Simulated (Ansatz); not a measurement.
This cell of CsPbCl₃ (cubic perovskite) is off equilibrium:

```
CsPbCl3
1.0
    5.73565     0.00000     0.00000
    0.00000     5.73565     0.00000
    0.00000     0.00000     5.73565
Cs Pb Cl
1 1 3
Direct
  0.92910   0.00000   0.03545
  0.50000   0.50000   0.50000
  0.00000   0.50000   0.50000
  0.50000   0.50000   0.00000
  0.50000   0.00000   0.50000
```

Method: PBE (plane waves to 420 eV, PAW, scalar-relativistic; Ansatz, an electronic-structure program). k mesh 5×5×5 (Γ-centred), Fermi-Dirac smearing 0.05 eV. The energy includes the smearing's −TS. Stress and pressure are positive under compression. CsPbCl3 was relaxed with its symmetry unable to fall. Spin-orbit coupling is left out, though Pb is heavy. The PAW data are Ansatz's earlier set. This is a high-temperature form of CsPbCl3.

Q: Predict the force on every atom, in eV/Å.

A: 
```csv
atom,Fx,Fy,Fz
Cs1,0.073,0.000,-0.047
Pb2,-0.094,0.000,0.051
Cl3,-0.038,0.000,-0.025
Cl4,0.037,0.000,0.019
Cl5,0.023,0.000,0.002
```

Q: In it atom 1 sits (-0.407, 0.000, 0.203) Å away from its relaxed site. What is its energy relative to the relaxed cell?

A: 13.7 meV/cell.

(For displaced atoms, the force is minus the slope of the energy, and its curvature is a force constant, which sets phonon frequencies.)
